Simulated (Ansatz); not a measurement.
Here is the system:

BN:
```
CELL_PARAMETERS angstrom
      2.52270     0.00000     0.00000
     -1.26135     2.18473     0.00000
      0.00000     0.00000     4.17438
ATOMIC_POSITIONS crystal
  B  0.66667 0.33333 0.99970
  B  0.33333 0.66667 0.49970
  N  0.66667 0.33333 0.62530
  N  0.33333 0.66667 0.12530
```

This is the LDA-relaxed structure. Tensor components refer to the Cartesian frame of this cell.

Q: All from LDA (plane waves, PAW; program Ansatz), unless another level is named. Predict the formation energy from the elements (no fitted shifts).

A: -1506 meV/atom.

Q: And the hole effective mass, band 1 of 2 at the edge?

A: 1.3 along x, 1.3 along z (mₑ).

Q: What about the valence-band maximum?

A: at Γ.

Space group P6_3mc (wurtzite). The cell was relaxed with LDA under the symmetry of its start. The references are the lowest solids computed at this level, not always the standard phases (solids in place of the gases).

Potentials: the earlier of the program's two PAW sets. The files were generated under PBE; for other functionals the program regenerates the frozen cores, and for LDA and PBEsol the local potential too.

Edges and masses are those of Kohn–Sham bands, whose gap is no quasiparticle gap.
